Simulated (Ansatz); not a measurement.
# Ti2O: do energies and stresses tell the same story?

Computed with DFT PBEsol, scalar-relativistic, plane waves, PAW in Ansatz.

Cutoff 420 eV; k points 18×18×10 on the computed 3-atom cell (Γ-centred); Gaussian smearing, width 0.10 eV; no spin polarisation.

Relaxed cell: P-3m1, a = 2.953 Å, b = 2.953 Å, c = 4.724 Å, α = 90.00°, β = 90.00°, γ = 120.00°, 3 atoms in the primitive cell. Whether it is the stable form of this composition wasn't checked.

Energies at zero smearing and pressures from the stress tensor, at volumes with shape and atoms relaxed:
| V (Å³/atom) | E − E(first) (meV/atom) | P (GPa) |
| --- | --- | --- |
| 10.464 | 0.00 | 32.97 |
| 10.821 | -61.62 | 22.69 |
| 11.177 | -102.07 | 13.90 |
| 11.534 | -124.42 | 6.41 |
| 11.891 | -131.33 | 0.00 |
| 12.247 | -125.07 | -5.46 |
| 12.604 | -107.58 | -10.10 |
| 13.080 | -69.67 | -15.22 |

Problem. Check P = −dE/dV between neighbouring volumes, and get the bulk modulus from the pressures alone.

Solution. With 1 eV/Å³ = 160.2 GPa:
```json
{"middle V (Å³/atom)": "10.642", "−ΔE/ΔV (GPa)": "27.675", "mean P (GPa)": "27.835"}
{"middle V (Å³/atom)": "10.999", "−ΔE/ΔV (GPa)": "18.167", "mean P (GPa)": "18.296"}
{"middle V (Å³/atom)": "11.356", "−ΔE/ΔV (GPa)": "10.042", "mean P (GPa)": "10.151"}
{"middle V (Å³/atom)": "11.712", "−ΔE/ΔV (GPa)": "3.101", "mean P (GPa)": "3.202"}
{"middle V (Å³/atom)": "12.069", "−ΔE/ΔV (GPa)": "-2.811", "mean P (GPa)": "-2.729"}
{"middle V (Å³/atom)": "12.426", "−ΔE/ΔV (GPa)": "-7.855", "mean P (GPa)": "-7.780"}
{"middle V (Å³/atom)": "12.842", "−ΔE/ΔV (GPa)": "-12.769", "mean P (GPa)": "-12.662"}
```

The two differ by 0.16 GPa at most. The mean of two end pressures misses the average over a step by about ΔV² P″/12, up to 0.14 GPa here; with that taken off 0.02 GPa remains. Around V = 11.891 Å³/atom, the two neighbours give B = −V ΔP/ΔV = 11.891 × 11.86 / 0.713 = 197.7 GPa, against B0 = 196.4 GPa from the Birch–Murnaghan fit of the energies.

Spin polarisation was left out, and a magnetic state may lie lower.

A ferromagnetic start lost its moments in a first run, so spin was left out; other magnetic orders weren't tried.